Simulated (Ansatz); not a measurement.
SrO:
```cif
data_O4Sr4
_chemical_formula_sum 'Sr4 O4'
_space_group_name_H-M_alt 'Fm-3m'
_space_group_IT_number 225
_space_group_name_Hall '-F 4 2 3'
_cell_length_a 5.12269
_cell_length_b 5.12269
_cell_length_c 5.12269
_cell_angle_alpha 90.000
_cell_angle_beta 90.000
_cell_angle_gamma 90.000
loop_
_atom_site_label
_atom_site_type_symbol
_atom_site_symmetry_multiplicity
_atom_site_Wyckoff_symbol
_atom_site_fract_x
_atom_site_fract_y
_atom_site_fract_z
_atom_site_occupancy
Sr1 Sr 4 b 0.50000 0.50000 0.50000 1
O1 O 4 a 0.00000 0.00000 0.00000 1
```
(The calculation used a cell of 2 atoms; values per cell refer to that cell.)

Relaxed with PBEsol. PBEsol (plane waves, PAW; program Ansatz) gives a gap of 3.20 eV.

Problem. What gap does HSE06 give on the same cell (Ansatz, PAW)?

Solution. 4.79 eV, 1.59 eV more. The hybrid was solved on a coarser mesh and at special points; its gap is the smallest among all of these.

```json
[
 {"k": "Γ", "v1 PBEsol": "0.00", "c1 PBEsol": "3.93", "v1 HSE06": "___", "c1 HSE06": "___"},
 {"k": "X", "v1 PBEsol": "-0.07", "c1 PBEsol": "3.20", "v1 HSE06": "-0.08", "c1 HSE06": "4.79"},
 {"k": "L", "v1 PBEsol": "-1.15", "c1 PBEsol": "6.57", "v1 HSE06": "___", "c1 HSE06": "___"},
 {"k": "W", "v1 PBEsol": "-0.41", "c1 PBEsol": "5.99", "v1 HSE06": "___", "c1 HSE06": "___"},
 {"k": "K", "v1 PBEsol": "-0.44", "c1 PBEsol": "4.74", "v1 HSE06": "___", "c1 HSE06": "___"}
]
```

Problem. Top valence (v1) and lowest conduction level (c1) in eV from each method's valence maximum (which need not be a listed point): supply the withheld HSE06 values.

Solution. 
- K, v1 HSE06: -0.46
- K, c1 HSE06: 6.38
- L, v1 HSE06: -1.20
- L, c1 HSE06: 8.34
- W, v1 HSE06: -0.42
- W, c1 HSE06: 7.70
- Γ, v1 HSE06: 0.00
- Γ, c1 HSE06: 5.58

Cost on shared cores: the PBEsol run (SCF on a 9×9×9 mesh, then bands and DOS) about 8 core-seconds (a rough figure), the HSE06 run (SCF on 7×7×7, then a few points) roughly 60 core-seconds; the tasks are unlike.

The cell was relaxed with PBEsol under the symmetry of its start. Spin–orbit coupling is left out wherever it is not named.

Potentials: the earlier of the program's two PAW sets.
